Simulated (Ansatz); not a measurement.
AlMo₄S₈ in space group F-43m (No. 216; Al on 4d, Mo on 16e, S on 16e, S on 16e), plane-wave PAW LDA (Ansatz code), all energies at zero smearing, with the estimated change up to a 700 eV cutoff added, with one set of potentials and settings (totals compare only within such a set). Cell of 13 atoms (1 Al, 4 Mo, 8 S): -26852.951 eV.

| element | reference phase | E (eV/atom) |
|---|---|---|
| Al | Fm-3m, 1 atoms in the cell | -512.8755 |
| Mo | Im-3m, 1 atoms in the cell | -4842.8590 |
| S | Fddd, 32 atoms in the cell | -869.4931 |

Formation energy per atom, worked out: (-26852.951 − 1×(-512.8755) − 4×(-4842.8590) − 8×(-869.4931))/13 = -0.976 eV/atom (-94 kJ per mol of atoms), at 0 K, without zero-point energy or fitted corrections.

The first step of the workflow began from a Materials Project structure, measured or hypothetical; the Crystallography Open Database files this formula in space group No. 216, but the cells were not matched. Its standing as an ambient phase is unchecked. Symmetry was held in the LDA relaxation; of distortions, only those at the zone centre were tested. The run is not spin-polarised. The references are the lowest solids computed at this level, not always the standard phases.

Potentials: the later of the program's two PAW sets.
